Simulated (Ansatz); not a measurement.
Cs2AgBiBr6:
```cif
data_Ag4Bi4Br24Cs8
_chemical_formula_sum 'Cs8 Ag4 Bi4 Br24'
_space_group_name_H-M_alt 'Fm-3m'
_space_group_IT_number 225
_space_group_name_Hall '-F 4 2 3'
_cell_length_a 11.34435
_cell_length_b 11.34435
_cell_length_c 11.34435
_cell_angle_alpha 90.000
_cell_angle_beta 90.000
_cell_angle_gamma 90.000
loop_
_atom_site_label
_atom_site_type_symbol
_atom_site_symmetry_multiplicity
_atom_site_Wyckoff_symbol
_atom_site_fract_x
_atom_site_fract_y
_atom_site_fract_z
_atom_site_occupancy
Cs1 Cs 8 c 0.25000 0.25000 0.25000 1
Ag1 Ag 4 b 0.50000 0.50000 0.50000 1
Bi1 Bi 4 a 0.00000 0.00000 0.00000 1
Br1 Br 24 e 0.00000 0.00000 0.25183 1
```
(The calculation used a cell of 10 atoms; values per cell refer to that cell.)

Relaxed with r²SCAN.

Q: Which orbitals make up the states near the band edges in the program Ansatz at the r²SCAN level (PAW)?

A: Top 1 eV of the valence band: Br 4p 61 %, Ag 4d 28 %. Bottom 1 eV of the conduction band: Bi 6p 51 %, Ag 5s 19 %, Br 4p 17 %, Br 4s 8 %. Projections are on Löwdin-orthogonalised atomic valence shells; empty p or d shells of many metals are not among them.

Q: Tabulate the density of states.

A: States/eV per cell of 10 atoms, in 0.25 eV bins, energy from the valence-band maximum.

```csv
E (eV),total,Br 4p,Cs 5p,Ag 4d
-7.85,48.01,0.54,47.29,0.01
-7.60,0.00,0.00,0.00,0.00
-7.35,0.00,0.00,0.00,0.00
-7.10,0.00,0.00,0.00,0.00
-6.85,0.00,0.00,0.00,0.00
-6.60,0.00,0.00,0.00,0.00
-6.35,0.00,0.00,0.00,0.00
-6.10,0.00,0.00,0.00,0.00
-5.85,0.00,0.00,0.00,0.00
-5.60,0.00,0.00,0.00,0.00
-5.35,0.00,0.00,0.00,0.00
-5.10,0.00,0.00,0.00,0.00
-4.85,1.02,0.69,0.00,0.02
-4.60,6.16,4.03,0.01,0.39
-4.35,12.71,7.54,0.05,2.50
-4.10,4.10,2.80,0.01,0.28
-3.85,0.07,0.03,0.00,0.04
-3.60,5.87,2.99,0.01,2.48
-3.35,14.11,6.97,0.06,6.35
-3.10,18.13,7.65,0.09,9.95
-2.85,4.56,3.37,0.01,0.82
-2.60,6.19,5.14,0.02,0.36
-2.35,14.12,10.49,0.09,2.62
-2.10,20.54,15.72,0.13,3.79
-1.85,23.18,20.11,0.04,2.63
-1.60,28.10,25.00,0.07,2.56
-1.35,9.30,9.00,0.00,0.18
-1.10,6.54,4.14,0.01,1.88
-0.85,4.46,2.66,0.00,1.41
-0.60,2.02,1.25,0.00,0.52
-0.35,1.87,1.19,0.00,0.45
-0.10,0.94,0.61,0.00,0.23
0.15,0.00,0.00,0.00,0.00
0.40,0.00,0.00,0.00,0.00
0.65,0.00,0.00,0.00,0.00
0.90,0.00,0.00,0.00,0.00
1.15,0.00,0.00,0.00,0.00
1.40,0.00,0.00,0.00,0.00
1.65,0.02,0.00,0.00,0.00
1.90,0.73,0.08,0.00,0.00
2.15,1.71,0.25,0.00,0.01
2.40,2.85,0.52,0.00,0.02
2.65,2.01,0.42,0.00,0.01
2.90,1.91,0.46,0.00,0.01
3.15,3.43,0.92,0.00,0.02
3.40,5.08,1.47,0.00,0.06
3.65,4.47,1.40,0.00,0.09
3.90,1.77,0.59,0.00,0.04
4.15,0.00,0.00,0.00,0.00
4.40,0.17,0.00,0.00,0.00
4.65,0.40,0.01,0.00,0.00
4.90,0.62,0.03,0.00,0.00
5.15,1.68,0.09,0.00,0.00
5.40,3.62,0.22,0.01,0.00
5.65,6.86,0.52,0.01,0.00
5.90,9.98,0.63,0.01,0.00
6.15,13.06,0.42,0.01,0.00
6.40,17.21,0.60,0.00,0.01
```

The r²SCAN relaxation kept the symmetry of its start. The run is not spin-polarised. Scalar-relativistic: spin–orbit coupling is off unless named, which matters more the heavier the elements.

Potentials: the later of the program's two PAW sets.
